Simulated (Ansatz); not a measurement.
Input:

BaInHO2:
```cif
data_HBaInO2
_chemical_formula_sum 'Ba1 In1 O2 H1'
_space_group_name_H-M_alt 'P 1'
_space_group_IT_number 1
_cell_length_a 4.28398
_cell_length_b 4.28398
_cell_length_c 3.88065
_cell_angle_alpha 90.000
_cell_angle_beta 90.000
_cell_angle_gamma 90.000
loop_
_space_group_symop_operation_xyz
  'x, y, z'
loop_
_atom_site_label
_atom_site_type_symbol
_atom_site_fract_x
_atom_site_fract_y
_atom_site_fract_z
_atom_site_occupancy
Ba1 Ba 0.50000 0.50000 0.50000 1
In1 In 0.00000 0.00000 0.00000 1
O1 O 0.50000 0.00000 0.00000 1
O2 O 0.00000 0.50000 0.00000 1
H1 H 0.00000 0.00000 0.50000 1
```

This is the PBEsol-relaxed structure.

All from plane-wave PAW PBEsol (Ansatz code), unless another level is named. Estimate the electronic dielectric constant ε∞ (DFPT).

5.29 (xx = yy), 5.90 (zz).

Give the static dielectric constant ε0 (ions relaxed, cell fixed).

27.9 (xx = yy), 138 (zz).

Give the Born charges (a third of the trace).

Ba +2.78, In +3.48, O -2.57, H -1.11 e.

Space group P4/mmm. The start of the workflow was typed in or built on a structure type; neither database checked (COD, Materials Project) lists it. Whether it is the stable phase at ambient conditions was not checked. Symmetry was held in the PBEsol relaxation. At this level the phase is dynamically unstable (imaginary phonons). Spin–orbit coupling is left out wherever it is not named.

Potentials: the earlier of the program's two PAW sets. The files were generated under PBE; for other functionals the program regenerates the frozen cores, and for LDA and PBEsol the local potential too.
